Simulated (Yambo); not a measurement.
G0W0@PBEsol for CaO₂H₂ (space group P-3m1, No. 164) in Yambo. Reference settings: 6×6×4 Γ-centred k mesh, 100 bands and a 8 Ry block in the screening, 100 bands in G with the Bruneval-Gonze terminator, plasmon pole fitted at 27.2 eV. The PBEsol gap Γ → Γ on this mesh is 4.19 eV; G0W0 gaps are taken between the same points.

The settings were changed. The gap went from 6.65 eV to 6.54 eV, and the shift of the valence edge from -1.53 eV to -1.50 eV.

**Question.** What was changed between the two runs?
A. 38 bands in G
B. 3×3×2 mesh
C. 64 bands in G
D. 3 Ry block

**Answer.** D, 3 Ry block. The others gave (gap, valence shift): 3×3×2 mesh: 6.65, -1.48 eV; 64 bands in G: 6.65, -1.52 eV; 38 bands in G: 6.66, -1.51 eV.

Geometry relaxed with PBE+D3(BJ); primitive cell a = 3.581 Å, b = 3.581 Å, c = 4.762 Å, α = 90.00°, β = 90.00°, γ = 120.00°.

A shift is the quasiparticle energy of the state minus its PBEsol energy.
